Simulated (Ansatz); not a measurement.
AlPd$_{3}$N:
```xyz
5
Lattice="4.1312 0.0000 0.0000 0.0000 4.1312 0.0000 0.0000 0.0000 4.1312" Properties=species:S:1:pos:R:3 pbc="T T T"
Al     0.0000     0.0000     0.0000
Pd     0.0000     2.0656     2.0656
Pd     2.0656     0.0000     2.0656
Pd     2.0656     2.0656     0.0000
N      2.0656     2.0656     2.0656
```

Relaxed with PBE. Special points in fractions of this cell's reciprocal vectors: Γ (0.000, 0.000, 0.000); X (0.000, 0.500, 0.000); M (0.500, 0.500, 0.000); R (0.500, 0.500, 0.500).

Question: List the band energies nearest the Fermi level at these points for plane-wave PAW PBE (Ansatz code).

Answer: In eV from the Fermi level; about four levels below and three above (degenerate sets whole), none deeper than 8.9 eV; points with the same levels are listed once.

```json
[
 {"k": "Γ", "below": "-1.33 -1.29 -1.29 -1.29", "above": "0.81 1.30 1.30 1.30"},
 {"k": "X", "below": "-2.15 -1.29 -1.15 -1.15", "above": "0.98 1.23 3.60 3.60"},
 {"k": "M", "below": "-1.66 -0.64 -0.64 -0.38", "above": "2.10 3.50 3.50"},
 {"k": "R", "below": "-2.05 -2.05 -2.05 -1.44 -1.44 -1.44", "above": "0.92 0.97 0.97 0.97"}
]
```

Space group Pm-3m (anti-perovskite). The start of the workflow was typed in or built on a structure type; neither database checked (COD, Materials Project) lists it. Whether it is the stable phase at ambient conditions was not checked. The PBE relaxation kept the symmetry of its start; whether a distortion lowers the energy is not shown. No spin polarisation was allowed. The volume moved by 19 % from the start of the relaxation. Spin–orbit coupling is left out wherever it is not named.

Potentials: the later of the program's two PAW sets.
